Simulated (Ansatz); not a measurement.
Cu$_{2}$Sb in space group P4/nmm (No. 129; Cu on 2a, Cu on 2c, Sb on 2c) under volume change, PBEsol (plane waves, PAW; program Ansatz), shape and atoms relaxed at each volume.

```json
[
 {"V (Å³/atom)": "14.358", "E − E(relaxed) (meV/atom)": "52.4", "P (GPa)": "12.98"},
 {"V (Å³/atom)": "14.831", "E − E(relaxed) (meV/atom)": "21.8", "P (GPa)": "7.87"},
 {"V (Å³/atom)": "15.304", "E − E(relaxed) (meV/atom)": "5.1", "P (GPa)": "3.59"},
 {"V (Å³/atom)": "15.778", "E − E(relaxed) (meV/atom)": "0.0", "P (GPa)": "0.00"},
 {"V (Å³/atom)": "16.251", "E − E(relaxed) (meV/atom)": "4.5", "P (GPa)": "-2.99"},
 {"V (Å³/atom)": "16.724", "E − E(relaxed) (meV/atom)": "17.1", "P (GPa)": "-5.44"},
 {"V (Å³/atom)": "17.198", "E − E(relaxed) (meV/atom)": "36.3", "P (GPa)": "-7.48"}
]
```

Question: What does a third-order Birch–Murnaghan fit give for V₀, B₀ and B′?

Answer: V₀ = 15.78 Å³/atom, B₀ = 108 GPa, B′ = 5.1.

The first step of the workflow began from a Materials Project structure, measured or hypothetical; the Crystallography Open Database files this formula in space group No. 129, but the cells were not matched. Its standing as an ambient phase is unchecked. The PBEsol relaxation kept the symmetry of its start; whether a distortion lowers the energy is not shown. The run is not spin-polarised. Scalar-relativistic: spin–orbit coupling is off unless named, which matters more the heavier the elements.

Potentials: the later of the program's two PAW sets.
